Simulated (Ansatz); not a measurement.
Sb$_{2}$Ru:
```yaml
crystal:
  lattice:
    - [5.97833, 0.00000, 0.00000]
    - [0.00000, 6.71468, 0.00000]
    - [0.00000, 0.00000, 3.21417]
  atoms:
    - { symbol: Sb, position: [0.18249, 0.35881, 0.00000] }
    - { symbol: Sb, position: [0.81751, 0.64119, 0.00000] }
    - { symbol: Sb, position: [0.68249, 0.14119, 0.50000] }
    - { symbol: Sb, position: [0.31751, 0.85881, 0.50000] }
    - { symbol: Ru, position: [0.00000, 0.00000, 0.00000] }
    - { symbol: Ru, position: [0.50000, 0.50000, 0.50000] }
```

Relaxed with r²SCAN. Special points in fractions of this cell's reciprocal vectors: Γ (0.000, 0.000, 0.000); X (0.500, 0.000, 0.000); S (0.500, 0.500, 0.000); Y (0.000, 0.500, 0.000); Z (0.000, 0.000, 0.500); U (0.500, 0.000, 0.500); R (0.500, 0.500, 0.500); T (0.000, 0.500, 0.500).

Q: List the band energies nearest the valence-band maximum at these points for the program Ansatz at the r²SCAN level (PAW).

A: In eV from the valence-band maximum; about four levels below and three above (degenerate sets whole), none deeper than 8.9 eV; points with the same levels are listed once.

```csv
k,below,above
Γ,-1.20 -0.80 -0.76 -0.68,1.90 2.45 3.71
X,-0.86 -0.86 -0.82 -0.82,3.07 3.07 4.14 4.14
S,-0.85 -0.85 -0.77 -0.77,1.55 1.55 4.48 4.48
Y,-0.89 -0.89 -0.56 -0.56,2.57 2.57 3.04 3.04
Z,-1.45 -1.45 -0.75 -0.75,0.71 0.71 2.14 2.14
U,-1.61 -1.61 -0.99 -0.99,1.09 1.09 2.06 2.06
R,-1.64 -1.64 0.00 0.00,0.75 0.75 2.61 2.61
T,-1.77 -1.77 -0.24 -0.24,0.65 0.65 1.08 1.08
```

Space group Pnnm. The first step of the workflow began from a Materials Project structure, measured or hypothetical; the Crystallography Open Database files this formula in space group No. 58, but the cells were not matched. Its standing as an ambient phase is unchecked. Symmetry was held in the r²SCAN relaxation; whether a distortion lowers the energy is not shown. The run is not spin-polarised. Scalar-relativistic: spin–orbit coupling is off unless named, which matters more the heavier the elements.

Potentials: the later of the program's two PAW sets.
